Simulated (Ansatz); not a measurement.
# Clamped-ion strain scan in SnF$_{4}$

The calculation used Ansatz, DFT LDA, scalar-relativistic, plane waves, PAW. The runs took a 420 eV cutoff, a Γ-centred 8×8×8 mesh and Gaussian smearing (0.05 eV). No spin polarisation. Energies are free energies at this smearing, counted from the undisturbed cell; pressure is positive in compression.

The undisturbed cell (as given, not relaxed at this level; it stands at -0.9 GPa, and it needn't be the usual structure):

```xyz
5
Lattice="-2.0250 2.0250 3.9650 2.0250 -2.0250 3.9650 2.0250 2.0250 -3.9650" Properties=species:S:1:pos:R:3 pbc="T T T"
Sn    0.0000    0.0000    0.0000
F     0.0000    0.0000    1.8794
F     0.0000    0.0000    6.0506
F     0.0000    2.0250    0.0000
F     2.0250    0.0000    0.0000
```

The cell holds layers and no dispersion correction was added, so their binding is poorly described.

The cell is strained by ε times the Voigt pattern (1, 0, 0, 0, 0, 0) (xx, yy, zz, yz, xz, xy; engineering shear) with fractional coordinates fixed.

| ε | ΔE (meV/atom) | stress summed along the pattern (GPa, tension positive) | pressure (GPa) |
| --- | --- | --- | --- |
| -0.0600 | 51.7 | -24.32 | 8.3 |
| -0.0450 | 26.9 | -16.63 | 5.5 |
| -0.0300 | 10.8 | -10.00 | 3.0 |
| -0.0150 | 2.2 | -4.29 | 0.9 |
| 0.0000 | 0.0 | 0.61 | -0.9 |
| 0.0150 | 3.4 | 4.80 | -2.4 |
| 0.0300 | 11.4 | 8.37 | -3.7 |
| 0.0450 | 23.5 | 11.39 | -4.9 |
| 0.0600 | 39.0 | 13.94 | -5.8 |